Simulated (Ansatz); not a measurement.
Structure: a 14-atom cell of Ge2CN4 built on β-Si3N4 (relaxed group Pm), at its r2SCAN minimum. Ge is surrounded by 4 N at 1.77–1.86 Å; Ge is surrounded by 4 N at 1.76–1.84 Å; C is surrounded by 4 N at 1.42–1.71 Å; Ge is surrounded by 4 N at 1.83–1.84 Å; Ge is surrounded by 4 N at 1.84–1.93 Å; C is surrounded by 4 N at 1.39–1.75 Å; N is surrounded by 3 Ge at 1.80–1.84 Å; N is surrounded by 2 C at 1.43–1.44 Å and 1 Ge at 1.84 Å (further sites aren't listed).

Space group Pm (No. 6). a = 7.313 Å, b = 2.924 Å, c = 7.394 Å, α = 90.00°, β = 116.96°, γ = 90.00°

| atom | site | symmetry | x | y | z |
| --- | --- | --- | --- | --- | --- |
| Ge | 1b | m | 0.7911 | 0.5000 | 0.1683 |
| Ge | 1a | m | 0.5831 | 0.0000 | 0.7530 |
| C | 1a | m | 0.1833 | 0.0000 | 0.4426 |
| Ge | 1b | m | 0.8528 | 0.5000 | 0.5856 |
| Ge | 1b | m | 0.3754 | 0.5000 | 0.2250 |
| C | 1a | m | 0.2169 | 0.0000 | 0.7995 |
| N | 1b | m | 0.6556 | 0.5000 | 0.3195 |
| N | 1a | m | 0.3025 | 0.0000 | 0.6595 |
| N | 1b | m | 0.0468 | 0.5000 | 0.3954 |
| N | 1a | m | 0.7547 | 0.0000 | 0.0198 |
| N | 1a | m | 0.2837 | 0.0000 | 0.3164 |
| N | 1b | m | 0.6407 | 0.5000 | 0.6552 |
| N | 1a | m | 0.0042 | 0.0000 | 0.7192 |
| N | 1b | m | 0.3092 | 0.5000 | 0.9410 |

3 runs of the plane-wave code Ansatz on this cell differ in the functional (and in the settings that go with it). Levels are in eV from each run's valence top; v1 is the last filled band, c1 the first empty one.

Run A, mean stress -2.3 GPa (compression positive):

| point | v4 | v3 | v2 | v1 | c1 | c2 |
| --- | --- | --- | --- | --- | --- | --- |
| Γ | -0.53 | -0.41 | -0.22 | -0.01 | 2.54 | 2.90 |
| Z | -1.53 | -1.49 | -1.44 | -1.10 | 4.37 | 5.35 |
| D | -1.61 | -1.43 | -1.26 | -0.51 | 4.37 | 5.32 |

Run B, mean stress 0.0 GPa (compression positive):

| point | v4 | v3 | v2 | v1 | c1 | c2 |
| --- | --- | --- | --- | --- | --- | --- |
| Γ | -0.53 | -0.36 | -0.30 | -0.03 | 1.52 | 1.88 |
| Z | -1.46 | -1.38 | -1.35 | -1.00 | 3.48 | 4.35 |
| D | -1.53 | -1.38 | -1.19 | -0.44 | 3.45 | 4.30 |

Run C, mean stress -2.5 GPa (compression positive):

| point | v4 | v3 | v2 | v1 | c1 | c2 |
| --- | --- | --- | --- | --- | --- | --- |
| Γ | -0.53 | -0.41 | -0.21 | -0.01 | 3.28 | 3.65 |
| Z | -1.54 | -1.49 | -1.44 | -1.11 | 5.13 | 6.11 |
| D | -1.62 | -1.43 | -1.27 | -0.51 | 5.12 | 6.08 |

Q: Match the runs to r2SCAN, HSE06, PBE0.

A: A is HSE06, B is r2SCAN, C is PBE0. In order of the gap: r2SCAN 1.52, HSE06 2.54, PBE0 3.28 eV. The stress vanishes for r2SCAN, which relaxed the cell.

Note: simulated data, non-magnetic, for a generated structure that need not be the stable one.

The runs are scalar-relativistic, without spin-orbit coupling.

The stress of a hybrid is loosely converged in these runs.

The meshes of the hybrids are coarse, so their gaps aren't converged to the digits shown.
